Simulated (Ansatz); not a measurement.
**HfPbO3: excitons and shallow donors from band masses and screening**

All numbers below come from DFT r2SCAN, scalar-relativistic, plane waves, PAW in Ansatz 0.2.0.

Plane waves to 500 eV, a k mesh through Γ of 6×6×6 on the computed 5-atom cell and Gaussian smearing (0.02 eV); no spin polarisation.

Relaxed cell: Pm-3m, a = 4.132 Å, b = 4.132 Å, c = 4.132 Å, α = 90.00°, β = 90.00°, γ = 90.00°, 5 atoms in the primitive cell. Whether it is the stable form of this composition wasn't checked.

The calculation gives a Kohn–Sham gap of 2.91 eV, an electron mass of 0.285 mₑ and a hole mass of 0.503 mₑ (harmonic means over x, y, z and over the bands degenerate at each edge), and ε∞ = 6.06 (independent particles, mean of the diagonal).

**Question.** Estimate the binding energy and radius of a Wannier–Mott exciton and of a shallow donor, and say whether the hydrogenic model can hold.

**Answer.** The reduced mass is μ = mₙmₕ/(mₙ + mₕ) = 0.182 mₑ, with mₙ and mₕ the band masses. With E_b = 13.606 eV × μ/ε² and a = 0.529 Å × ε/μ (μ in mₑ) the exciton has E_b = 67 meV and a = 17.6 Å. For a donor μ is the electron mass: 106 meV and 11.2 Å. The exciton's radius is 4 times the shortest lattice vector (4.13 Å), so the continuum picture is reasonable. In a polar crystal the ions screen too, so a state bound more weakly than an optical phonon feels the larger static constant, which lowers the energy and widens the orbit. The other way, the small Kohn–Sham gap and the missing local fields make ε∞ too large and the masses tend to be too light, which underbinds.

Spin-orbit coupling is left out, which matters for the bands of heavy elements.

Symmetry holds off the tilts and polar distortions that many cubic perovskites undergo.

Cost: 4 runs of about 5.8 core-minutes in all, on Intel Xeon Processor @ 2.50GHz (Skylake/Cascade Lake) (shared hosts).